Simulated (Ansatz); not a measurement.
Level of theory: Ansatz 0.2.0, DFT PBE, scalar-relativistic, plane waves, PAW.

Levels along Γ–M–K–Γ–A–L–H–A | L–M | H–K, in eV from a zero inside the gap, sorted by energy at each point. Points in fractions of the primitive reciprocal vectors: Γ (0.000 0.000 0.000), M (0.500 0.000 0.000), K (0.333 0.333 0.000), A (0.000 0.000 0.500), L (0.500 0.000 0.500), H (0.333 0.333 0.500).
```tsv
point	k (1/Å, with 2π)	band 21	band 22	band 23	band 24	band 25	band 26	band 27
Γ	0.000	-1.32	-1.05	-1.01	-1.01	4.03	4.21	4.61
-	0.586	-2.15	-2.12	-1.72	-1.55	2.62	2.86	3.32
M	1.172	-2.81	-2.78	-2.66	-2.11	1.01	1.20	2.18
-	1.511	-3.42	-3.22	-3.00	-2.77	1.83	2.49	3.47
K	1.849	-4.13	-3.21	-3.07	-3.07	2.46	2.46	2.73
-	2.526	-2.79	-2.74	-2.31	-1.73	3.75	3.83	3.93
Γ	3.203	-1.32	-1.05	-1.01	-1.01	4.03	4.21	4.61
-	3.306	-1.22	-1.22	-1.04	-1.04	4.05	4.17	4.68
A	3.409	-1.11	-1.11	-1.11	-1.11	4.10	4.10	4.84
-	3.995	-2.01	-2.01	-1.72	-1.72	2.74	2.74	3.67
L	4.582	-2.72	-2.72	-2.31	-2.31	1.05	1.05	2.40
-	4.920	-3.66	-3.66	-2.67	-2.67	2.19	2.19	3.44
H	5.258	-3.62	-3.62	-3.26	-3.26	2.65	2.65	3.30
-	5.935	-2.95	-2.95	-1.86	-1.86	3.69	3.69	4.09
A	6.612	-1.11	-1.11	-1.11	-1.11	4.10	4.10	4.84
L	6.612	-2.72	-2.72	-2.31	-2.31	1.05	1.05	2.40
-	6.715	-3.00	-2.64	-2.54	-2.17	1.01	1.15	2.25
M	6.819	-2.81	-2.78	-2.66	-2.11	1.01	1.20	2.18
H	6.819	-3.62	-3.62	-3.26	-3.26	2.65	2.65	3.30
-	6.922	-3.96	-3.33	-3.15	-3.15	2.55	2.55	2.89
K	7.026	-4.13	-3.21	-3.07	-3.07	2.46	2.46	2.73
```

The cell has space group P6_3mc, 12 atoms and 48 electrons in the valence of the PAW potentials, and holds 2 elements, among them C; it is relaxed at this level.

Cutoff 420 eV, k mesh 12×12×2. No spin polarisation.

**Question.** Which material gives these bands?

**Answer.** SiC, conventional cell a = 3.095 Å, b = 3.095 Å, c = 15.188 Å, α = 90.00°, β = 90.00°, γ = 120.00°. Other compounds weren't ruled out.

It was relaxed from a measured cell (COD).
